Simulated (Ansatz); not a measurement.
ZrTa:
```xyz
4
Lattice="1.4777 -5.7283 0.0000 1.4777 5.7283 0.0000 0.0000 0.0000 4.9043" Properties=species:S:1:pos:R:3 pbc="T T T"
Zr     1.4777    -2.0462     1.2261
Ta     1.4777    -4.9884     1.2261
Zr     1.4777     2.0462     3.6782
Ta     1.4777     4.9884     3.6782
```

This is the PBE-relaxed structure.

Problem. All from plane-wave PAW PBE (Ansatz code), unless another level is named. Estimate the density of states at the Fermi level.

Solution. 1.1 states/eV per atom (mean over ±0.08 eV).

Problem. Predict the formation energy from the elements (no fitted shifts).

Solution. 0.19 eV/atom.

Space group Cmcm. The start of the workflow was typed in or built on a structure type; neither database checked (COD, Materials Project) lists it. Its standing as an ambient phase is unchecked. The cell was relaxed with PBE under the symmetry of its start; its stability against distortions is not shown here. No spin polarisation was allowed. Its formation energy is positive at this level, so the cell may be metastable or incomplete. The references are the lowest solids computed at this level, not always the standard phases. Spin–orbit coupling is left out wherever it is not named.

Potentials: the earlier of the program's two PAW sets.
